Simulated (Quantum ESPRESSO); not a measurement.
## Al7InAs8 (one run as intended and one with a planted mistake)

A calculation, not a measurement. The program is pw.x of Quantum ESPRESSO 7.5 (plane-wave density functional theory). The cell is made up: 16 atoms on a doubled zincblende/diamond lattice, with randomly drawn elements, strain and displacements, not relaxed. PseudoDojo standard norm-conserving files (v0.5 for PBE, v0.4.1 for LDA and PBEsol) set the functional; there is no spin polarisation, spin-orbit coupling or dispersion term, and the masses in the input are unused placeholders.

Intended input:

```
&control calculation='scf', pseudo_dir='./dojo.nc.sr.pbe.v0_5.standard.upf', outdir='./o', disk_io='low', tprnfor=.true., tstress=.true. /
&system ibrav=0, nat=16, ntyp=3, nbnd=83, ecutwfc=84.00895049, nosym=.true., tot_charge=0,
 occupations='smearing', smearing='fd', degauss=0.0018374661
/
&electrons conv_thr=7.350e-09, electron_maxstep=60, /
ATOMIC_SPECIES
Al 1.0 Al.upf
As 1.0 As.upf
In 1.0 In.upf
CELL_PARAMETERS angstrom
5.7096 0.0 0.0
0.0 5.7096 0.0
0.0 0.0 11.4193
ATOMIC_POSITIONS angstrom
Al 0.0287 -0.0154 -0.0277
Al -0.0445 2.7679 2.8446
Al 2.871 0.0137 2.765
Al 2.7975 2.8659 0.0984
Al -0.0335 0.0198 5.7388
In 0.0218 2.7792 8.6122
Al 2.8259 -0.0234 8.6031
Al 2.9421 2.8837 5.7444
As 1.3324 1.5185 1.4078
As 1.4236 4.1155 4.2536
As 4.2793 1.3871 4.2447
As 4.3764 4.207 1.4746
As 1.4085 1.4289 7.1719
As 1.3953 4.3374 10.0214
As 4.2985 1.4531 9.9671
As 4.3245 4.3395 7.1574
K_POINTS automatic
4 4 2 1 1 1
```

The log is shortened where brackets say so; the opening notice, blank lines, dates and the lines on written files are dropped, and the path of the files is cut. It prints rydbergs, bohrs and kilobars, and counts compression as positive stress.

Log of the intended run:

```
     Program PWSCF v.7.5
     Parallel version (MPI & OpenMP), running on       4 processor cores
     Number of MPI processes:                 4
     Threads/MPI process:                     1
     [start-up lines left out]
     bravais-lattice index     =            0
     lattice parameter (alat)  =      10.7896  a.u.
     unit-cell volume          =    2512.1609 (a.u.)^3
     number of atoms/cell      =           16
     number of atomic types    =            3
     number of electrons       =       154.00
     number of Kohn-Sham states=           83
     kinetic-energy cutoff     =      84.0090  Ry
     charge density cutoff     =     336.0358  Ry
     scf convergence threshold =      7.3E-09
     mixing beta               =       0.7000
     number of iterations used =            8  plain     mixing
     Exchange-correlation= PBE
                           (   1   4   3   4   0   0   0)
     [axes and pseudopotential details left out]
   Cartesian axes
     site n.     atom                  positions (alat units)
         1        Al     tau(   1) = (   0.0050266  -0.0026972  -0.0048515  )
         2        Al     tau(   2) = (  -0.0077939   0.4847800   0.4982135  )
         3        Al     tau(   3) = (   0.5028373   0.0023995   0.4842721  )
         4        Al     tau(   4) = (   0.4899643   0.5019441   0.0172341  )
         5        Al     tau(   5) = (  -0.0058673   0.0034678   1.0051142  )
         6        In     tau(   6) = (   0.0038181   0.4867591   1.5083719  )
         7        Al     tau(   7) = (   0.4949383  -0.0040984   1.5067781  )
         8        Al     tau(   8) = (   0.5152900   0.5050617   1.0060950  )
         9        As     tau(   9) = (   0.2333614   0.2659556   0.2465672  )
        10        As     tau(  10) = (   0.2493345   0.7208036   0.7449909  )
        11        As     tau(  11) = (   0.7494921   0.2429417   0.7434321  )
        12        As     tau(  12) = (   0.7664985   0.7368292   0.2582668  )
        13        As     tau(  13) = (   0.2466898   0.2502627   1.2561125  )
        14        As     tau(  14) = (   0.2443779   0.7596679   1.7551843  )
        15        As     tau(  15) = (   0.7528548   0.2545012   1.7456740  )
        16        As     tau(  16) = (   0.7574086   0.7600357   1.2535729  )
     number of k points=    16  Fermi-Dirac smearing, width (Ry)=  0.0018
                       cart. coord. in units 2pi/alat
        k(    1) = (   0.1250000   0.1250000   0.1249989), wk =   0.1250000
        k(    2) = (   0.1250000   0.1250000  -0.1249989), wk =   0.1250000
     [further k points left out]
     Dense  grid:   261561 G-vectors     FFT dimensions: (  64,  64, 125)
     Estimated max dynamical RAM per process >     681.79 MB
     Estimated total dynamical RAM >       2.48 GB
     Initial potential from superposition of free atoms
     starting charge     153.9771, renormalised to     154.0000
     Starting wfcs are  109 randomized atomic wfcs
     total cpu time spent up to now is        6.2 secs
     per-process dynamical memory:   463.1 Mb
     Self-consistent Calculation
     iteration #  1     ecut=    84.01 Ry     beta= 0.70
     Davidson diagonalization with overlap
     ethr =  1.00E-02,  avg # of iterations =  4.0
     Threshold (ethr) on eigenvalues was too large:
     Diagonalizing with lowered threshold
     Davidson diagonalization with overlap
     ethr =  3.26E-04,  avg # of iterations =  2.4
     total cpu time spent up to now is       30.7 secs
     total energy              =   -1862.75399612 Ry
     estimated scf accuracy    <       0.53271934 Ry
     iteration #  2     ecut=    84.01 Ry     beta= 0.70
     Davidson diagonalization with overlap
     ethr =  3.46E-04,  avg # of iterations =  6.5
     total cpu time spent up to now is       44.4 secs
     total energy              =   -1862.83401273 Ry
     estimated scf accuracy    <       0.08578755 Ry
     [iterations 3 to 10 left out]
     iteration # 11     ecut=    84.01 Ry     beta= 0.70
     Davidson diagonalization with overlap
     ethr =  5.15E-11,  avg # of iterations =  4.0
     total cpu time spent up to now is      164.5 secs
     total energy              =   -1862.85901686 Ry
     estimated scf accuracy    <       0.00000003 Ry
     iteration # 12     ecut=    84.01 Ry     beta= 0.70
     Davidson diagonalization with overlap
     ethr =  2.02E-11,  avg # of iterations =  3.0
     total cpu time spent up to now is      176.9 secs
     End of self-consistent calculation
     [lines on levels left out]
!    total energy              =   -1862.85901687 Ry
     estimated scf accuracy    <          6.3E-10 Ry
     smearing contrib. (-TS)   =      -0.00000000 Ry
     internal energy E=F+TS    =   -1862.85901687 Ry
     The total energy is F=E-TS. E is the sum of the following terms:
     one-electron contribution =   -1167.68996290 Ry
     hartree contribution      =     651.86700650 Ry
     xc contribution           =    -435.62598857 Ry
     ewald contribution        =    -911.41007189 Ry
     convergence has been achieved in  12 iterations
     Forces acting on atoms (cartesian axes, Ry/au):
     atom    1 type  1   force =    -0.02626863    0.01511333    0.01555863
     atom    2 type  1   force =     0.00601522    0.01292829    0.03371329
     atom    3 type  1   force =    -0.02162948   -0.01968854    0.01569034
     atom    4 type  1   force =     0.02607673    0.01398897   -0.03273682
     atom    5 type  1   force =     0.02909467   -0.01301348   -0.02846732
     atom    6 type  3   force =     0.00473276    0.06025387   -0.01837645
     atom    7 type  1   force =     0.00982272    0.01211582   -0.00966879
     atom    8 type  1   force =    -0.01457956   -0.01290430   -0.00477395
     atom    9 type  2   force =     0.02517763   -0.05352980   -0.00405775
     atom   10 type  2   force =     0.00331922    0.05147285    0.00695209
     atom   11 type  2   force =    -0.01176826   -0.00245984    0.01711432
     atom   12 type  2   force =    -0.02864990    0.03413897   -0.02757049
     atom   13 type  2   force =     0.06702279   -0.04413382   -0.06092385
     atom   14 type  2   force =     0.05198024   -0.00068449    0.02525509
     atom   15 type  2   force =    -0.08407492   -0.06238966    0.08075935
     atom   16 type  2   force =    -0.03627122    0.00879184   -0.00846769
     Total force =     0.232278     Total SCF correction =     0.000181
     Computing stress (Cartesian axis) and pressure
          total   stress  (Ry/bohr**3)                   (kbar)     P=       36.25
   0.00024827   0.00002729  -0.00008296           36.52        4.01      -12.20
   0.00002729   0.00023938  -0.00000358            4.01       35.21       -0.53
  -0.00008296  -0.00000358   0.00025154          -12.20       -0.53       37.00
     init_run     :      5.76s CPU      5.96s WALL (       1 calls)
     electrons    :    168.57s CPU    170.72s WALL (       1 calls)
     forces       :      2.58s CPU      2.64s WALL (       1 calls)
     stress       :      7.58s CPU      7.77s WALL (       1 calls)
     [timing details left out]
     PWSCF        :   3m 4.81s CPU   3m 7.48s WALL
     JOB DONE.
```

A second run has one planted mistake: the files are those of another functional. The input lines that differ, file-writing options aside:

```
- &control calculation='scf', pseudo_dir='./dojo.nc.sr.pbe.v0_5.standard.upf', outdir='./o', disk_io='low', tprnfor=.true., tstress=.true. /
+ &control calculation='scf', pseudo_dir='./dojo.nc.sr.pbesol.v0_4_1.standard.upf', outdir='./o', disk_io='low', tprnfor=.true., tstress=.true. /
```

Its log:

```
     Program PWSCF v.7.5
     Parallel version (MPI & OpenMP), running on       4 processor cores
     Number of MPI processes:                 4
     Threads/MPI process:                     1
     [start-up lines left out]
     bravais-lattice index     =            0
     lattice parameter (alat)  =      10.7896  a.u.
     unit-cell volume          =    2512.1609 (a.u.)^3
     number of atoms/cell      =           16
     number of atomic types    =            3
     number of electrons       =       154.00
     number of Kohn-Sham states=           83
     kinetic-energy cutoff     =      84.0090  Ry
     charge density cutoff     =     336.0358  Ry
     scf convergence threshold =      7.3E-09
     mixing beta               =       0.7000
     number of iterations used =            8  plain     mixing
     Exchange-correlation= PBESOL
                           (   1   4  10   8   0   0   0)
     [axes and pseudopotential details left out]
   Cartesian axes
     site n.     atom                  positions (alat units)
         1        Al     tau(   1) = (   0.0050266  -0.0026972  -0.0048515  )
         2        Al     tau(   2) = (  -0.0077939   0.4847800   0.4982135  )
         3        Al     tau(   3) = (   0.5028373   0.0023995   0.4842721  )
         4        Al     tau(   4) = (   0.4899643   0.5019441   0.0172341  )
         5        Al     tau(   5) = (  -0.0058673   0.0034678   1.0051142  )
         6        In     tau(   6) = (   0.0038181   0.4867591   1.5083719  )
         7        Al     tau(   7) = (   0.4949383  -0.0040984   1.5067781  )
         8        Al     tau(   8) = (   0.5152900   0.5050617   1.0060950  )
         9        As     tau(   9) = (   0.2333614   0.2659556   0.2465672  )
        10        As     tau(  10) = (   0.2493345   0.7208036   0.7449909  )
        11        As     tau(  11) = (   0.7494921   0.2429417   0.7434321  )
        12        As     tau(  12) = (   0.7664985   0.7368292   0.2582668  )
        13        As     tau(  13) = (   0.2466898   0.2502627   1.2561125  )
        14        As     tau(  14) = (   0.2443779   0.7596679   1.7551843  )
        15        As     tau(  15) = (   0.7528548   0.2545012   1.7456740  )
        16        As     tau(  16) = (   0.7574086   0.7600357   1.2535729  )
     number of k points=    16  Fermi-Dirac smearing, width (Ry)=  0.0018
                       cart. coord. in units 2pi/alat
        k(    1) = (   0.1250000   0.1250000   0.1249989), wk =   0.1250000
        k(    2) = (   0.1250000   0.1250000  -0.1249989), wk =   0.1250000
     [further k points left out]
     Dense  grid:   261561 G-vectors     FFT dimensions: (  64,  64, 125)
     Estimated max dynamical RAM per process >     681.79 MB
     Estimated total dynamical RAM >       2.48 GB
     Initial potential from superposition of free atoms
     starting charge     153.9784, renormalised to     154.0000
     Starting wfcs are  109 randomized atomic wfcs
     total cpu time spent up to now is        7.0 secs
     per-process dynamical memory:   463.1 Mb
     Self-consistent Calculation
     iteration #  1     ecut=    84.01 Ry     beta= 0.70
     Davidson diagonalization with overlap
     ethr =  1.00E-02,  avg # of iterations =  4.0
     Threshold (ethr) on eigenvalues was too large:
     Diagonalizing with lowered threshold
     Davidson diagonalization with overlap
     ethr =  3.11E-04,  avg # of iterations =  2.6
     total cpu time spent up to now is       35.4 secs
     total energy              =   -1860.29626184 Ry
     estimated scf accuracy    <       0.51203163 Ry
     iteration #  2     ecut=    84.01 Ry     beta= 0.70
     Davidson diagonalization with overlap
     ethr =  3.32E-04,  avg # of iterations =  7.8
     total cpu time spent up to now is       50.8 secs
     total energy              =   -1860.37122842 Ry
     estimated scf accuracy    <       0.08654466 Ry
     [iterations 3 to 10 left out]
     iteration # 11     ecut=    84.01 Ry     beta= 0.70
     Davidson diagonalization with overlap
     ethr =  6.17E-11,  avg # of iterations =  2.7
     total cpu time spent up to now is      183.3 secs
     total energy              =   -1860.39736512 Ry
     estimated scf accuracy    <       0.00000002 Ry
     iteration # 12     ecut=    84.01 Ry     beta= 0.70
     Davidson diagonalization with overlap
     ethr =  1.41E-11,  avg # of iterations =  4.0
     total cpu time spent up to now is      196.6 secs
     End of self-consistent calculation
     [lines on levels left out]
!    total energy              =   -1860.39736512 Ry
     estimated scf accuracy    <          1.7E-09 Ry
     smearing contrib. (-TS)   =      -0.00000000 Ry
     internal energy E=F+TS    =   -1860.39736512 Ry
     The total energy is F=E-TS. E is the sum of the following terms:
     one-electron contribution =   -1169.20936009 Ry
     hartree contribution      =     651.31162786 Ry
     xc contribution           =    -431.08956100 Ry
     ewald contribution        =    -911.41007189 Ry
     convergence has been achieved in  12 iterations
     Forces acting on atoms (cartesian axes, Ry/au):
     atom    1 type  1   force =    -0.02560020    0.01475085    0.01500073
     atom    2 type  1   force =     0.00593574    0.01274494    0.03295047
     atom    3 type  1   force =    -0.02101611   -0.01931464    0.01551805
     atom    4 type  1   force =     0.02540553    0.01366392   -0.03209288
     atom    5 type  1   force =     0.02832711   -0.01275365   -0.02764635
     atom    6 type  3   force =     0.00450706    0.05842236   -0.01779997
     atom    7 type  1   force =     0.00957021    0.01188350   -0.00946631
     atom    8 type  1   force =    -0.01434559   -0.01255981   -0.00471310
     atom    9 type  2   force =     0.02437242   -0.05192863   -0.00408354
     atom   10 type  2   force =     0.00321121    0.04987475    0.00667494
     atom   11 type  2   force =    -0.01139376   -0.00226565    0.01659542
     atom   12 type  2   force =    -0.02776552    0.03308063   -0.02683286
     atom   13 type  2   force =     0.06283377   -0.04071236   -0.05667072
     atom   14 type  2   force =     0.04855820   -0.00295687    0.02261963
     atom   15 type  2   force =    -0.07919161   -0.05848813    0.07617471
     atom   16 type  2   force =    -0.03340845    0.00655878   -0.00622821
     Total force =     0.220727     Total SCF correction =     0.000278
     Computing stress (Cartesian axis) and pressure
          total   stress  (Ry/bohr**3)                   (kbar)     P=       14.33
   0.00009967   0.00002613  -0.00007981           14.66        3.84      -11.74
   0.00002613   0.00009004  -0.00000368            3.84       13.25       -0.54
  -0.00007981  -0.00000368   0.00010254          -11.74       -0.54       15.08
     init_run     :      6.76s CPU      6.99s WALL (       1 calls)
     electrons    :    187.15s CPU    189.55s WALL (       1 calls)
     forces       :      2.49s CPU      2.53s WALL (       1 calls)
     stress       :      7.57s CPU      7.71s WALL (       1 calls)
     [timing details left out]
     PWSCF        :   3m24.05s CPU   3m26.96s WALL
     JOB DONE.
```

|  | intended run | run with the mistake |
| --- | --- | --- |
| free energy (eV) | -25345.488 | -25311.996 |
| smearing term -TS (eV) | 0.0000 | 0.0000 |
| pressure (GPa) | 3.62 | 1.43 |
| largest force component (eV/Å) | 2.162 | 2.036 |
| largest change of a force component (eV/Å) |  | 0.126 |
| iterations | 12 | 12 |

For scale, a rerun of the intended cell at 1437 eV and a 6 x 6 x 4 mesh moved values by no more than 0.017 eV in energy, 0.02 GPa in stress and 0.002 eV/Å in force. Files of another functional have another zero of energy, so the energy change says nothing on stability.